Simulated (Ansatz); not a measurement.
Ca3SbP:
```
Ca3SbP
1.0
    5.37277     0.00000     0.00000
    0.00000     5.37277     0.00000
    0.00000     0.00000     5.37277
Ca Sb P
3 1 1
Cartesian
  0.00000   2.68638   2.68638
  2.68638   0.00000   2.68638
  2.68638   2.68638   0.00000
  0.00000   0.00000   0.00000
  2.68638   2.68638   2.68638
```

Relaxed with r²SCAN. Special points in fractions of this cell's reciprocal vectors: Γ (0.000, 0.000, 0.000); X (0.000, 0.500, 0.000); M (0.500, 0.500, 0.000); R (0.500, 0.500, 0.500).

List the band energies nearest the valence-band maximum at these points for plane-wave PAW r²SCAN (Ansatz code).

In eV from the valence-band maximum; about four levels below and three above (degenerate sets whole), none deeper than 8.9 eV; points with the same levels are listed once.

```json
[
 {"k": "Γ", "below": "-1.89 -1.89 -1.89 0.00 0.00 0.00", "above": "1.04 1.04 1.26"},
 {"k": "X", "below": "-1.75 -1.75 -0.97 -0.97", "above": "1.69 1.90 2.20"},
 {"k": "M", "below": "-1.92 -1.28 -1.28 -0.92", "above": "2.13 2.13 2.30"},
 {"k": "R", "below": "-3.20 -3.20 -3.20 -1.69 -1.69 -1.69", "above": "2.39 2.39 2.39"}
]
```

Space group Pm-3m (anti-perovskite). The workflow started from a Materials Project entry (that database holds measured and hypothetical structures alike); the Crystallography Open Database copy checked does not list it. Its standing as an ambient phase is unchecked. The cell was relaxed with r²SCAN under the symmetry of its start; of distortions, only those at the zone centre were tested, and some modes there are weakly imaginary. Scalar-relativistic: spin–orbit coupling is off unless named, which matters more the heavier the elements.

Potentials: the later of the program's two PAW sets.
